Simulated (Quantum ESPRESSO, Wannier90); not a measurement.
## Rb2P3 (Fmmm): Wannier90 run

Structure: Materials Project mp-2079, symmetrised, not relaxed again. COD (Crystallography Open Database) has an entry of this formula and space group (matched by these alone). Computed values, not measurements, from PBEsol: Quantum ESPRESSO (norm-conserving PseudoDojo potentials, cutoff 37 Ry, no spin polarisation, no spin-orbit coupling) on a Γ-centred 4×4×4 mesh, then Wannier90. Density: 6×6×6 mesh, Gaussian smearing 0.01 Ry.

On the energy scale of pw.x, whose zero is arbitrary, the valence-band maximum lies at 4.97 eV.

Input w.win:

```
num_bands = 17
num_wann = 17
exclude_bands = 1-4,8-19,34-58
num_iter = 1000
conv_tol = 1.0e-6
conv_window = 4
write_hr = true
write_u_matrices = true
begin projections
f=0.4763,-0.0830,0.0437:s
f=-0.3017,0.1527,0.4609:s
f=-0.3097,0.1573,0.3772:s
f=-0.2024,0.4428,0.3887:s
f=0.2195,-0.3299,0.3032:s
f=-0.0077,-0.2127,0.4177:s
f=0.2386,-0.4101,0.4422:s
f=0.3738,-0.4923,-0.3292:s
f=-0.4891,0.2581,-0.1997:s
f=-0.1922,-0.1765,-0.1118:s
f=-0.4695,0.1844,0.3665:s
f=-0.3385,-0.1621,-0.2814:s
f=-0.2938,0.0419,-0.4952:s
f=0.2593,-0.4640,-0.2613:s
f=0.2365,-0.1880,0.0101:s
f=-0.0514,-0.3616,-0.0567:s
f=0.3202,0.2940,-0.3474:s
end projections
begin unit_cell_cart
ang
    4.4998650000    4.8541550000    0.0000000000
    4.4998650000   -4.8541550000    0.0000000000
   -4.4998650000    0.0000000000   -7.3489350000
end unit_cell_cart
begin atoms_frac
Rb   0.2500000000 -0.2500000000  0.5000000000
Rb  -0.2500000000  0.2500000000  0.5000000000
Rb  -0.2796100000  0.2796100000  0.0000000000
Rb   0.2796100000 -0.2796100000  0.0000000000
P    0.1471200000  0.1471200000  0.2942400000
P   -0.1471200000 -0.1471200000 -0.2942400000
P    0.2795600000  0.2795600000  0.1462800000
P   -0.2795600000 -0.2795600000 -0.1462800000
P   -0.1332800000 -0.1332800000  0.1462800000
P    0.1332800000  0.1332800000 -0.1462800000
end atoms_frac
mp_grid = 4 4 4
begin kpoints
0.0000000000 0.0000000000 0.0000000000
0.0000000000 0.0000000000 0.2500000000
0.0000000000 0.0000000000 0.5000000000
... (61 more lines: the 4x4x4 mesh through Gamma)
end kpoints
```

Input of pw2wannier90.x that gives the overlap and projection files (equivalent; here they were cut from one run over all bands):

```
&inputpp
  outdir = './out'
  prefix = 'pwscf'
  seedname = 'w'
  write_amn = .true.
  write_mmn = .true.
/
```

Output w.wout (banner and timings cut):

```
                                    ------
                                    SYSTEM
                                    ------

                              Lattice Vectors (Ang)
                    a_1     4.499865   4.854155   0.000000
                    a_2     4.499865  -4.854155   0.000000
                    a_3    -4.499865   0.000000  -7.348935

                   Unit Cell Volume:     321.04619  (Ang^3)

                        Reciprocal-Space Vectors (Ang^-1)
                    b_1     0.698153   0.647197  -0.427490
                    b_2     0.698153  -0.647197  -0.427490
                    b_3     0.000000   0.000000  -0.854979

 *----------------------------------------------------------------------------*
 |   Site       Fractional Coordinate          Cartesian Coordinate (Ang)     |
 +----------------------------------------------------------------------------+
 | rb   1   0.25000  -0.25000   0.50000   |   -2.24993   2.42708  -3.67447    |
 | rb   2  -0.25000   0.25000   0.50000   |   -2.24993  -2.42708  -3.67447    |
 | rb   3  -0.27961   0.27961   0.00000   |    0.00000  -2.71454   0.00000    |
 | rb   4   0.27961  -0.27961   0.00000   |    0.00000   2.71454   0.00000    |
 | p    1   0.14712   0.14712   0.29424   |    0.00000   0.00000  -2.16235    |
 | p    2  -0.14712  -0.14712  -0.29424   |    0.00000   0.00000   2.16235    |
 | p    3   0.27956   0.27956   0.14628   |    1.85772   0.00000  -1.07500    |
 | p    4  -0.27956  -0.27956  -0.14628   |   -1.85772   0.00000   1.07500    |
 | p    5  -0.13328  -0.13328   0.14628   |   -1.85772   0.00000  -1.07500    |
 | p    6   0.13328   0.13328  -0.14628   |    1.85772   0.00000   1.07500    |
 *----------------------------------------------------------------------------*
                                ------------
                                K-POINT GRID
                                ------------

             Grid size =  4 x  4 x  4      Total points =   64

 *---------------------------------- MAIN ------------------------------------*
 |  Number of Wannier Functions               :                17             |
 |  Number of Objective Wannier Functions     :                17             |
 |  Number of input Bloch states              :                17             |
 |  Output verbosity (1=low, 5=high)          :                 1             |
 |  Timing Level (1=low, 5=high)              :                 1             |
 |  Optimisation (0=memory, 3=speed)          :                 3             |
 |  Length Unit                               :               Ang             |
 |  Post-processing setup (write *.nnkp)      :                 F             |
 |  Using Gamma-only branch of algorithms     :                 F             |
 *----------------------------------------------------------------------------*
 *------------------------------- WANNIERISE ---------------------------------*
 |  Total number of iterations                :              1000             |
 |  Number of CG steps before reset           :                 5             |
 |  Trial step length for line search         :             2.000             |
 |  Convergence tolerence                     :         0.100E-05             |
 |  Convergence window                        :                 4             |
 |  Iterations between writing output         :                 1             |
 |  Iterations between backing up to disk     :               100             |
 |  Write r^2_nm to file                      :                 F             |
 |  Write xyz WF centres to file              :                 F             |
 |  Write on-site energies <0n|H|0n> to file  :                 F             |
 |  Use guiding centre to control phases      :                 F             |
 |  Use phases for initial projections        :                 F             |
 *----------------------------------------------------------------------------*
 *-------------------------------- PLOTTING ----------------------------------*
 |  Plotting Hamiltonian in WF basis          :                 T             |
 *----------------------------------------------------------------------------*

 *---------------------------------- K-MESH ----------------------------------*
 +----------------------------------------------------------------------------+
 |                    Distance to Nearest-Neighbour Shells                    |
 |                    ------------------------------------                    |
 |          Shell             Distance (Ang^-1)          Multiplicity         |
 |          -----             -----------------          ------------         |
 |             1                   0.213745                      2            |
 |             2                   0.260891                      8            |
 |             3                   0.323598                      2            |
 |             4                   0.349076                      2            |
 |             5                   0.387818                      4            |
 |             6                   0.399297                      8            |
 |             7                   0.409318                      4            |
 |             8                   0.427490                      2            |
       ... (lines left out)
 +----------------------------------------------------------------------------+
 | The b-vectors are chosen automatically                                     |
 | The following shells are used:                       1,  2,  3             |
 +----------------------------------------------------------------------------+
 |                        Shell   # Nearest-Neighbours                        |
 |                        -----   --------------------                        |
 |                          1               2                                 |
 |                          2               8                                 |
 |                          3               2                                 |
 +----------------------------------------------------------------------------+
 | Completeness relation is fully satisfied [Eq. (B1), PRB 56, 12847 (1997)]  |
 +----------------------------------------------------------------------------+
 |                  b_k Vectors (Ang^-1) and Weights (Ang^2)                  |
 |                  ----------------------------------------                  |
 |            No.         b_k(x)      b_k(y)      b_k(z)        w_b           |
 |            ---        --------------------------------     --------        |
 |             1         0.000000    0.000000   -0.213745     6.840813        |
 |             2         0.000000    0.000000    0.213745     6.840813        |
 |             3         0.174538   -0.161799   -0.106872     4.103262        |
 |             4         0.174538    0.161799   -0.106872     4.103262        |
 |             5         0.174538   -0.161799    0.106872     4.103262        |
 |             6         0.174538    0.161799    0.106872     4.103262        |
 |             7        -0.174538    0.161799    0.106872     4.103262        |
 |             8        -0.174538    0.161799   -0.106872     4.103262        |
 |             9        -0.174538   -0.161799    0.106872     4.103262        |
 |            10        -0.174538   -0.161799   -0.106872     4.103262        |
 |            11         0.000000    0.323598    0.000000     0.671564        |
 |            12         0.000000   -0.323598    0.000000     0.671564        |
 +----------------------------------------------------------------------------+
 |                           b_k Directions (Ang^-1)                          |
 |                           -----------------------                          |
 |            No.           x           y           z                         |
 |            ---        --------------------------------                     |
 |             1         0.000000    0.000000   -0.213745                     |
 |             2         0.174538   -0.161799   -0.106872                     |
 |             3         0.174538    0.161799   -0.106872                     |
 |             4         0.174538   -0.161799    0.106872                     |
 |             5         0.174538    0.161799    0.106872                     |
 |             6         0.000000    0.323598    0.000000                     |
 +----------------------------------------------------------------------------+

 Starting a new Wannier90 calculation ...

 Reading overlaps from w.mmn

 Reading projections from w.amn

 *------------------------------- WANNIERISE ---------------------------------*
 +--------------------------------------------------------------------+<-- CONV
 | Iter  Delta Spread     RMS Gradient      Spread (Ang^2)            |<-- CONV
 +--------------------------------------------------------------------+<-- CONV

 ------------------------------------------------------------------------------
 Initial State
  WF centre and spread    1  (  2.228015,  2.965947, -0.418150 )    12.89248924
  WF centre and spread    2  ( -2.339531, -2.567011, -5.796469 )    51.90354206
  WF centre and spread    3  ( -1.606533, -1.056640, -2.318978 )    28.42239040
  WF centre and spread    4  ( -1.246223, -3.915739, -3.524377 )    18.52269074
  WF centre and spread    5  ( -2.210092,  3.172164, -1.002237 )    12.87711749
  WF centre and spread    6  ( -2.274599,  0.547292, -1.934027 )    14.67433643
  WF centre and spread    7  ( -3.631867,  3.813341, -1.839296 )    14.61426608
  WF centre and spread    8  (  1.891257,  4.667087,  1.399133 )     8.33305787
  WF centre and spread    9  ( -1.750830, -4.290688,  1.350209 )    14.61619291
  WF centre and spread   10  ( -1.079290, -0.117178,  0.633498 )     7.40851746
  WF centre and spread   11  ( -3.489930, -4.391575, -1.654604 )     7.51653658
  WF centre and spread   12  ( -0.730361, -0.340485,  1.636459 )     5.95920764
  WF centre and spread   13  (  0.050966, -0.209877,  1.644728 )    14.63367190
  WF centre and spread   14  ( -0.621908,  2.757905,  1.057973 )    22.72667852
  WF centre and spread   15  (  0.668452,  0.526297, -0.204508 )    12.43355789
  WF centre and spread   16  ( -1.804014,  0.407104,  0.452627 )     7.26200293
  WF centre and spread   17  (  4.161101, -0.039464,  4.306080 )     9.40876327
  Sum of centres and spreads (-13.785385,  1.928480, -6.211939 )   264.20501943

      0     0.264E+03     0.0000000000      264.2050194255  <-- CONV
        O_D=     36.1352321 O_OD=    181.7485731 O_TOT=    264.2050194 <-- SPRD
 ------------------------------------------------------------------------------
      1    -0.947E+01    27.9853114061      254.7322957308  <-- CONV
        O_D=     28.1757774 O_OD=    180.2353041 O_TOT=    254.7322957 <-- SPRD
      2    -0.137E+02    16.5817239916      240.9876770399  <-- CONV
        O_D=     19.3358147 O_OD=    175.3306481 O_TOT=    240.9876770 <-- SPRD
      3    -0.344E+02    11.1920203098      206.5606977572  <-- CONV
        O_D=      8.7172319 O_OD=    151.5222516 O_TOT=    206.5606978 <-- SPRD
      4    -0.224E+02     8.9928340003      184.1138407757  <-- CONV
        O_D=      7.5441020 O_OD=    130.2485245 O_TOT=    184.1138408 <-- SPRD
      5    -0.485E+01    10.1043938203      179.2671078366  <-- CONV
        O_D=      7.5205364 O_OD=    125.4253572 O_TOT=    179.2671078 <-- SPRD
       ... (lines left out)
    100    -0.381E-01     3.8053072924       69.2732448748  <-- CONV
        O_D=      0.0540776 O_OD=     22.8979531 O_TOT=     69.2732449 <-- SPRD
       ... (lines left out)
    200    -0.128E+00     0.6997378222       54.4321002189  <-- CONV
        O_D=      0.0158047 O_OD=      8.0950813 O_TOT=     54.4321002 <-- SPRD
       ... (lines left out)
    300    -0.386E-04     0.0095027789       53.8750514790  <-- CONV
        O_D=      0.0060983 O_OD=      7.5477390 O_TOT=     53.8750515 <-- SPRD
       ... (lines left out)
    400    -0.486E-04     0.0093242063       53.8704290612  <-- CONV
        O_D=      0.0060847 O_OD=      7.5431301 O_TOT=     53.8704291 <-- SPRD
       ... (lines left out)
    500    -0.651E-04     0.0152473168       53.8647890964  <-- CONV
        O_D=      0.0060841 O_OD=      7.5374908 O_TOT=     53.8647891 <-- SPRD
       ... (lines left out)
    600    -0.130E-04     0.0055744674       53.8614532252  <-- CONV
        O_D=      0.0060856 O_OD=      7.5341534 O_TOT=     53.8614532 <-- SPRD
       ... (lines left out)
    700    -0.427E-05     0.0027457228       53.8604607232  <-- CONV
        O_D=      0.0060866 O_OD=      7.5331600 O_TOT=     53.8604607 <-- SPRD
       ... (lines left out)
    781    -0.911E-06     0.0013220925       53.8602497110  <-- CONV
        O_D=      0.0060876 O_OD=      7.5329479 O_TOT=     53.8602497 <-- SPRD
    782    -0.893E-06     0.0020328041       53.8602488180  <-- CONV
        O_D=      0.0060874 O_OD=      7.5329472 O_TOT=     53.8602488 <-- SPRD
    783    -0.905E-06     0.0013056173       53.8602479130  <-- CONV
        O_D=      0.0060873 O_OD=      7.5329464 O_TOT=     53.8602479 <-- SPRD
             <<<     Delta < 1.000E-06  over  4 iterations     >>>
             <<< Wannierisation convergence criteria satisfied >>>
 Final State
  WF centre and spread    1  (  1.647868,  0.088588,  0.014386 )     3.15616270
  WF centre and spread    2  ( -2.857408, -0.223103, -6.701940 )     3.95332586
  WF centre and spread    3  ( -0.870460, -0.310380, -1.454728 )     3.59992267
  WF centre and spread    4  ( -0.054009, -4.448558, -5.180580 )     3.20300586
  WF centre and spread    5  ( -2.304355,  4.856483, -1.250448 )     2.49970119
  WF centre and spread    6  ( -2.192482,  0.002120, -1.252804 )     2.49602974
  WF centre and spread    7  ( -3.545463,  4.545213, -1.398357 )     3.58770710
  WF centre and spread    8  (  2.311972,  4.854657,  1.259649 )     2.50065242
  WF centre and spread    9  ( -2.320765, -4.722492,  1.243382 )     2.54775047
  WF centre and spread   10  ( -1.679103, -0.301844,  0.195181 )     3.52220896
  WF centre and spread   11  ( -3.541167, -4.551251, -1.400733 )     3.56730093
  WF centre and spread   12  ( -0.818423, -0.005923,  1.427391 )     3.17828253
  WF centre and spread   13  ( -0.048359, -0.403740,  2.176119 )     3.18554032
  WF centre and spread   14  (  0.819843,  0.008395,  1.425504 )     3.19450543
  WF centre and spread   15  ( -0.861603,  0.308050, -1.461327 )     3.58683647
  WF centre and spread   16  ( -1.678118,  0.302015,  0.205006 )     3.55551761
  WF centre and spread   17  (  4.500788,  0.000967,  4.825785 )     2.52579765
  Sum of centres and spreads (-13.491244, -0.000801, -7.328515 )    53.86024791

         Spreads (Ang^2)       Omega I      =    46.321214207
        ================       Omega D      =     0.006087325
                               Omega OD     =     7.532946381
    Final Spread (Ang^2)       Omega Total  =    53.860247913
```
